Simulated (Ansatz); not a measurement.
Sb$_{2}$W:
```
Sb2W
1.0
    1.72126    -6.42464     0.00000
    1.72126     6.42464     0.00000
    0.00000     0.00000     5.92957
W Sb
2 4
Direct
  0.90135   0.09865   0.49904
  0.09865   0.90135   0.99904
  0.56070   0.43930   0.36054
  0.43930   0.56070   0.86054
  0.29229   0.70771   0.21544
  0.70771   0.29229   0.71544
```

Relaxed with r²SCAN. Special points in fractions of this cell's reciprocal vectors: Γ (0.000, 0.000, 0.000); Y (-0.500, 0.500, 0.000); C0 (-0.268, 0.732, 0.000); Σ0 (0.268, 0.268, 0.000); Z (0.000, 0.000, 0.500); A0 (0.268, 0.268, 0.500); E0 (-0.268, 0.732, 0.500); T (-0.500, 0.500, 0.500); S (0.000, 0.500, 0.000); R (0.000, 0.500, 0.500).

Problem. List the band energies nearest the Fermi level at these points for r²SCAN in the plane-wave PAW code Ansatz.

Solution. In eV from the Fermi level; about four levels below and three above (degenerate sets whole), none deeper than 8.9 eV; points with the same levels are listed once.

```csv
k,below,above
Γ,-1.21 -1.17 -0.95 -0.43,0.34 0.38 2.09
Y,-0.32 -0.09 -0.05 -0.04,0.16 0.51 1.95
C0,-2.87 -1.94 -1.38 -0.10,1.36 1.52 1.58
Z,-0.64 -0.64 -0.05 -0.05,0.20 0.20 2.75 2.75
A0,-2.26 -2.26 -0.95 -0.95,1.57 1.57 1.92 1.92
T,-1.54 -1.54 -0.61 -0.61,0.20 0.20 2.54 2.54
S,-2.75 -2.66 -1.07 -0.11,0.96 1.67 2.01
R,-2.19 -2.19 -0.80 -0.80,1.17 1.17 2.14 2.14
```

Space group Cmc2_1. The start of the workflow was typed in or built on a structure type; neither database checked (COD, Materials Project) lists it. Its standing as an ambient phase is unchecked. Symmetry was held in the r²SCAN relaxation; whether a distortion lowers the energy is not shown. The run is not spin-polarised. The volume moved by -19 % from the start of the relaxation. Its formation energy is positive at this level, so the cell may be metastable or incomplete. Spin–orbit coupling is left out wherever it is not named.

Potentials: the later of the program's two PAW sets.
